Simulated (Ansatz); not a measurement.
ZrIr:
```
CELL_PARAMETERS angstrom
      0.00000     2.68140     2.68140
      2.68140     0.00000     2.68140
      2.68140     2.68140     0.00000
ATOMIC_POSITIONS crystal
  Ir 0.00000 0.00000 0.00000
  Zr 0.50000 0.50000 0.50000
```

Relaxed with PBEsol. Special points in fractions of this cell's reciprocal vectors: Γ (0.000, 0.000, 0.000); X (0.500, 0.000, 0.500); U (0.625, 0.250, 0.625); K (0.375, 0.375, 0.750); L (0.500, 0.500, 0.500); W (0.500, 0.250, 0.750).

Problem. List the band energies nearest the Fermi level at these points for PBEsol with spin–orbit coupling (plane waves, PAW; program Ansatz).

Solution. In eV from the Fermi level; about four levels below and three above (degenerate sets whole), none deeper than 8.9 eV; points with the same levels are listed once.

| k | below | above |
|---|---|---|
| Γ | -3.79 -3.79 -3.79 -3.79 -3.58 -3.58 | 3.89 3.89 3.89 3.89 |
| X | -0.93 -0.93 -0.10 -0.10 | 3.24 3.24 3.32 3.32 |
| U | -2.44 -2.44 -1.42 -1.42 | 0.89 0.89 1.66 1.66 |
| L | -0.28 -0.28 -0.19 -0.19 | 0.12 0.12 2.55 2.55 |
| W | -1.83 -1.83 -1.12 -1.12 | 0.43 0.43 1.85 1.85 |

Space group Fm-3m (rock salt). The start of the workflow was typed in or built on a structure type; neither database checked (COD, Materials Project) lists it. COD files the formula under space group No. 221. Its standing as an ambient phase is unchecked. Symmetry was held in the PBEsol relaxation; its stability against distortions is not shown here. No spin polarisation was allowed.

Potentials: the earlier of the program's two PAW sets. The files were generated under PBE; for other functionals the program regenerates the frozen cores, and for LDA and PBEsol the local potential too.
